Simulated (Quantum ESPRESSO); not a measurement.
**Band energies of Rb₂ScAgF₆**

```
Rb2ScAgF6
1.0
    0.00000     4.49301     4.49301
    4.49301     0.00000     4.49301
    4.49301     4.49301     0.00000
F Sc Rb Ag
6 1 2 1
Direct
  0.77350   0.22650   0.22650
  0.22650   0.77350   0.77350
  0.22650   0.77350   0.22650
  0.77350   0.22650   0.77350
  0.22650   0.22650   0.77350
  0.77350   0.77350   0.22650
  0.00000   0.00000   0.00000
  0.75000   0.75000   0.75000
  0.25000   0.25000   0.25000
  0.50000   0.50000   0.50000
```

PBEsol (Quantum ESPRESSO, PseudoDojo norm-conserving, 84 Ry, scalar-relativistic); path ΓXWKΓLUWLK,UX; energies in eV from the valence-band maximum.

| k (1/Å) | point | band 41 | band 42 | band 43 | band 44 | band 45 | band 46 | band 47 | band 48 |
|---|---|---|---|---|---|---|---|---|---|
| 0.00 | Γ | -0.88 | -0.88 | -0.88 | -0.24 | -0.24 | 3.14 | 4.84 | 4.84 |
| 0.47 |  | -0.87 | -0.76 | -0.76 | -0.24 | -0.12 | 3.93 | 4.86 | 4.88 |
| 0.70 | X | -0.87 | -0.73 | -0.73 | -0.24 | -0.22 | 3.98 | 4.87 | 4.91 |
| 0.70 | W | -0.79 | -0.79 | -0.73 | -0.23 | -0.08 | 4.15 | 4.88 | 4.88 |
| 0.95 | K | -0.83 | -0.75 | -0.74 | -0.19 | -0.12 | 4.13 | 4.87 | 4.89 |
| 1.13 |  | -0.79 | -0.78 | -0.77 | -0.16 | -0.01 | 4.20 | 4.85 | 4.87 |
| 1.50 |  | -0.86 | -0.86 | -0.85 | -0.22 | -0.16 | 3.36 | 4.84 | 4.84 |
| 1.69 | Γ | -0.88 | -0.88 | -0.88 | -0.24 | -0.24 | 3.14 | 4.84 | 4.84 |
| 1.89 |  | -0.86 | -0.85 | -0.85 | -0.18 | -0.18 | 3.40 | 4.83 | 4.84 |
| 2.29 | L | -0.80 | -0.79 | -0.79 | 0.00 | 0.00 | 4.34 | 4.83 | 4.84 |
| 2.72 | U | -0.83 | -0.75 | -0.74 | -0.19 | -0.12 | 4.13 | 4.87 | 4.89 |
| 2.72 | W | -0.79 | -0.79 | -0.73 | -0.23 | -0.08 | 4.15 | 4.88 | 4.88 |
| 2.85 |  | -0.79 | -0.79 | -0.74 | -0.19 | -0.07 | 4.18 | 4.87 | 4.87 |
| 3.09 |  | -0.80 | -0.79 | -0.78 | -0.03 | -0.01 | 4.31 | 4.84 | 4.85 |
| 3.22 | L | -0.80 | -0.79 | -0.79 | 0.00 | 0.00 | 4.34 | 4.83 | 4.84 |
| 3.32 |  | -0.80 | -0.79 | -0.78 | -0.02 | -0.01 | 4.32 | 4.84 | 4.85 |
| 3.54 |  | -0.81 | -0.76 | -0.76 | -0.15 | -0.07 | 4.19 | 4.86 | 4.88 |
| 3.64 | K | -0.83 | -0.75 | -0.74 | -0.19 | -0.12 | 4.13 | 4.87 | 4.89 |
| 3.64 | U | -0.83 | -0.75 | -0.74 | -0.19 | -0.12 | 4.13 | 4.87 | 4.89 |
| 3.89 | X | -0.87 | -0.73 | -0.73 | -0.24 | -0.22 | 3.98 | 4.87 | 4.91 |

The PBEsol gap is indirect, 3.14 eV, from L to Γ; the smallest direct gap is 3.39 eV. Another valence extremum on the path lies within 0.02 eV, too close to call.

Spin-orbit splittings are left out.

Geometry of the Materials Project entry, not relaxed at this level.

The structure is a Materials Project entry; no match was found in the copy of COD used, and its stability was not checked.
